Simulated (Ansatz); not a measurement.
TiW in space group Cmmm (No. 65; Ti on 2a, W on 2c) at seven volumes, PBEsol (plane waves, PAW; program Ansatz), shape and atoms relaxed at each. One row is withheld.

```
V (Å³/atom)  P (GPa)
-----------  -------
14.223         23.48
14.692         14.48
15.161          6.71
15.630          0.00
16.098         -5.79
16.567        -10.82
17.036             ?
```

Fit the shown pressures and predict the withheld one.

Third-order Birch–Murnaghan: P = (3/2)B₀(x^(7/2) − x^(5/2))[1 + (3/4)(B′ − 4)(x − 1)] with x = (V₀/V)^(2/3). Least squares on the six rows gives V₀ = 15.630 Å³/atom, B₀ = 207.8 GPa, B′ = 3.83. At V = 17.036, x = 0.9442 and P = -15.18 GPa. The run itself gave -15.17 GPa.

The first step of the workflow began from a Materials Project structure, measured or hypothetical; the Crystallography Open Database copy checked does not list it. With Ti and W taken as one species the cell has the higher symmetry Im-3m, so it may be an ordered model of a mixed-site phase. Its standing as an ambient phase is unchecked. The PBEsol relaxation kept the symmetry of its start; whether a distortion lowers the energy is not shown. The run is not spin-polarised. Scalar-relativistic: spin–orbit coupling is off unless named, which matters more the heavier the elements.

Potentials: the later of the program's two PAW sets.
